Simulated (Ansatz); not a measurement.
Which element?

Cell vectors (Å):

```
 1.6599  0.9583  5.8613
-1.6599  0.9583  5.8613
 0.0000 -1.9166  5.8613
```

| atom | a | b | c |
| --- | --- | --- | --- |
| X | 0.0000 | 0.0000 | 0.0000 |
| Hf | 0.5000 | 0.5000 | 0.5000 |
| N | 0.2331 | 0.2331 | 0.2331 |
| N | 0.7669 | 0.7669 | 0.7669 |

Theory: PBEsol, PAW on Ansatz 0.2.0's default frozen-core files (fitted under PBE), scalar-relativistic. k mesh 12×12×12, strains of ±0.003, fixed occupations.

Elastic constants of a crystal by Kohn-Sham DFT: slopes of the stress over finite engineering strains of the given cell, Voigt indices, Cartesian axes as in the cell vectors.

| index | elastic (GPa) |
| --- | --- |
| 11 | 336.7 |
| 12 | 80.3 |
| 13 | 77 |
| 14 | 15.6 |
| 33 | 362.6 |
| 44 | 111.9 |

All X atoms are one element. Which one was computed?

Sr; the crystal is SrHfN₂ (R-3m, a database entry that needn't be its stable phase).

Keep in mind: frozen-core PAW files fitted under PBE, their cores solved anew for the functional of the run; the gap is tiny at this level, and band order or a closed gap can change these values; no spin-orbit coupling on heavy atoms.
